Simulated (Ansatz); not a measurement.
## A vibration from a frozen displacement in RbCaH₃

Theory: DFT r2SCAN, scalar-relativistic, plane waves, PAW in Ansatz 0.2.0. Settings: plane waves to 500 eV, k-mesh 6×6×6 (Γ-centred), Gaussian smearing 0.05 eV. No spin polarisation. Energies are free energies at this smearing, counted from the undisturbed cell; pressure is positive in compression.

Zero of the scan (as given, not relaxed at this level; it stands at -0.5 GPa, and it needn't be the usual structure):

```
Rb Ca H
1.0
     4.54700    0.00000    0.00000
     0.00000    4.54700    0.00000
     0.00000    0.00000    4.54700
Rb Ca H
1 1 3
Direct
  0.00000 0.00000 0.00000
  0.50000 0.50000 0.50000
  0.00000 0.50000 0.50000
  0.50000 0.00000 0.50000
  0.50000 0.50000 0.00000
```

Every Rb atom is moved by x along the Cartesian unit vector (0.577, 0.577, 0.577); the cell and all other atoms stay fixed. The cell's volume is 94.01 Å³; the moved atoms weigh 85.468 u together and the others 43.102 u. Some rows repeat others by symmetry and weren't run.

```csv
x (Å),ΔE (meV/cell),total force on the moved atoms along the move (eV/Å),pressure (GPa)
-0.1000,5.58,0.1122,-0.4933
-0.0875,4.26,0.0980,-0.5000
-0.0750,3.13,0.0837,-0.5058
-0.0625,2.17,0.0696,-0.5107
-0.0500,1.39,0.0556,-0.5147
-0.0375,0.78,0.0416,-0.5178
-0.0250,0.35,0.0277,-0.5201
-0.0125,0.09,0.0139,-0.5214
0.0000,0.00,0.0000,-0.5218
0.0125,0.09,-0.0139,-0.5214
0.0250,0.35,-0.0277,-0.5201
0.0375,0.78,-0.0416,-0.5178
0.0500,1.39,-0.0556,-0.5147
0.0625,2.17,-0.0696,-0.5107
0.0750,3.13,-0.0837,-0.5058
0.0875,4.26,-0.0980,-0.5000
0.1000,5.58,-0.1122,-0.4933
```

Task: What frequency belongs to this motion?

Result: The force constant is k = −dF/dx = 1.109 eV/Å², from the parabola through x = -0.0125, 0 and 0.0125. In every cell the moved atoms swing against the rest, so the mass is μ = m₁m₂/(m₁ + m₂) = 28.652 u, and ν̃ = 521.5 cm⁻¹ × √(|k|/μ) = 103 cm⁻¹. The pattern needn't be a normal mode: ν̃² is then a weighted mean of the squared nonzero frequencies at the zone centre of this cell, taken without macroscopic field, so it lies between the lowest and the highest of them.

Task: How far does the harmonic law reach?

Result: At x = -0.100 Å, kx²/2 = 5.54 meV against the computed 5.58 meV (+0.6 %): the well is still close to harmonic there.